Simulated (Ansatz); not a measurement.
Band structure of SiAu

```
CELL_PARAMETERS angstrom
1.64828 -0.95164 3.61687
0.00000 1.90327 3.61687
-1.64828 -0.95164 3.61687
ATOMIC_POSITIONS crystal
Au 0.00000 0.00000 0.00000
Si 0.50000 0.50000 0.50000
```

Atom numbers follow the list: Au1, Si2.

The structure comes from a relaxation in the same program, started in the L11 type, and has space group R-3m. Whether it is a known phase or the ground state wasn't checked.

Spin–orbit coupling is left out, though it moves levels of the heavy atoms by tenths of an eV or more.

Method: DFT, PBE, all-electron LAPW, scalar-relativistic (Ansatz 0.2.0).

The runs use a Γ-centred 15×15×15 k mesh, Fermi–Dirac smearing of 0.08 eV, basis error target 0.25 meV/atom, no spin polarisation.

Points in fractions of the reciprocal vectors of this cell: Γ (0, 0, 0), T (0.5, 0.5, 0.5), H2 (0.787, 0.213, 0.5), H0 (0.5, -0.213, 0.213), L (0.5, 0, 0), S0 (0.356, -0.356, 0), S2 (0.644, 0, 0.356), F (0.5, 0, 0.5). The path joins them by straight lines in the order Γ–T–H2–H0–L–Γ–S0–S2–F; legs that retrace an earlier one aren't tabulated. Energies are in eV from the Fermi level.

Q: Is there a gap?

A: none: with an odd electron count and no spin polarisation the bands can't all be full, a metal in this set-up (spin order or a larger cell could open a gap).

Q: List the levels between -20 and 5.5 eV at the symmetry points.

A: 
Γ: -12.02, -6.08, -5.20 (×2), -4.82 (×2), -1.06, 3.92 (×2), 3.99
T: -9.57, -8.33, -5.46 (×2), -4.70, -4.55 (×2)
H2: -8.46, -6.19, -5.80, -5.60, -4.64, -2.35, -2.23, -1.90, -1.26, 5.37
H0: -8.46, -6.19, -5.80, -5.60, -4.64, -2.35, -2.23, -1.90, -1.26, 5.37
L: -7.67, -7.51, -6.83, -5.59, -5.15, -3.74, -2.39, 2.48, 4.32, 4.78, 5.24
S0: -8.38, -6.19, -6.01, -5.45, -4.81, -2.66, -2.32, -2.06, 0.66, 3.00
S2: -8.38, -6.19, -6.01, -5.45, -4.81, -2.66, -2.32, -2.06, 0.66, 3.00
F: -9.19, -6.17, -4.90, -4.74, -4.69, -3.72, -2.08, -2.04, 0.96, 1.20
